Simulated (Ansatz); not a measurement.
**Tetragonal deformation path in Pt**

Theory: DFT r2SCAN, scalar-relativistic, plane waves, PAW in Ansatz 0.2.0. The runs took a 500 eV cutoff, a Γ-centred 30×30×30 mesh and Gaussian smearing (0.15 eV). Spin–orbit coupling is left out, which can shift energies with elements as heavy as these. No spin polarisation. Energies are free energies at this smearing, counted from the undisturbed cell; pressure is positive in compression.

Zero of the scan (relaxed at this level; with this scan's settings it stands at 0.2 GPa; this bcc form isn't the usual structure):

```
Pt
1.0
    -1.56949    1.56949    1.56949
     1.56949   -1.56949    1.56949
     1.56949    1.56949   -1.56949
Pt
1
Direct
  0.00000 0.00000 0.00000
```

At fixed volume and fractional coordinates, lengths along (0.000, 0.000, 1.000) are scaled against those across it; ρ is that ratio over its starting value. The cell is metallic on the mesh throughout. At ρ = 1.414 the cell becomes cubic (Fm-3m), and there the slope of the energy vanishes by symmetry.

```
    ρ  ΔE (meV/atom) pressure (GPa)
0.650          530.5            27.6
0.707          101.2            11.2
0.780          -88.7             1.5
0.850          -75.1            -0.7
0.920          -22.1            -0.2
0.960           -5.4             0.1
1.000            0.0             0.2
1.100          -21.5            -0.3
1.200          -55.2            -1.3
1.300          -82.0            -2.3
1.414          -96.5            -2.9
1.500          -85.2            -2.4
```

Cost: 12 runs of about 5.3 core-minutes in all, on Intel Xeon Platinum 8488C (Sapphire Rapids) (shared hosts).